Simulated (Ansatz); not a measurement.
InTe:
```xyz
2
Lattice="0.0000 3.0786 3.0786 3.0786 0.0000 3.0786 3.0786 3.0786 0.0000" Properties=species:S:1:pos:R:3 pbc="T T T"
In     0.0000     0.0000     0.0000
Te     3.0786     3.0786     3.0786
```

Relaxed with PBEsol. Special points in fractions of this cell's reciprocal vectors: Γ (0.000, 0.000, 0.000); X (0.500, 0.000, 0.500); U (0.625, 0.250, 0.625); K (0.375, 0.375, 0.750); L (0.500, 0.500, 0.500); W (0.500, 0.250, 0.750).

### Question
List the band energies nearest the Fermi level at these points for the program Ansatz at the PBEsol with spin–orbit coupling level (PAW).

### Answer
In eV from the Fermi level; about four levels below and three above (degenerate sets whole), none deeper than 8.9 eV; points with the same levels are listed once.

| k | below | above |
|---|---|---|
| Γ | -1.44 -1.44 -1.44 -1.44 | 4.67 4.67 5.41 5.41 5.41 5.41 5.41 5.41 5.41 5.41 |
| X | -3.64 -3.64 -3.17 -3.17 | 2.58 2.58 6.39 6.39 |
| U | -2.89 -2.89 -1.55 -1.55 | 3.83 3.83 4.62 4.62 |
| L | -1.80 -1.80 -1.20 -1.20 | 0.92 0.92 1.70 1.70 |
| W | -4.70 -4.70 -4.48 -4.48 | 0.21 0.21 2.43 2.43 |

Space group Fm-3m (rock salt). The workflow started from an entry of the Crystallography Open Database (COD). Whether it is the stable phase at ambient conditions was not checked. Symmetry was held in the PBEsol relaxation; whether a distortion lowers the energy is not shown. With an odd number of electrons in the cell and no spin polarisation, the count alone makes it a metal.

Potentials: the later of the program's two PAW sets.
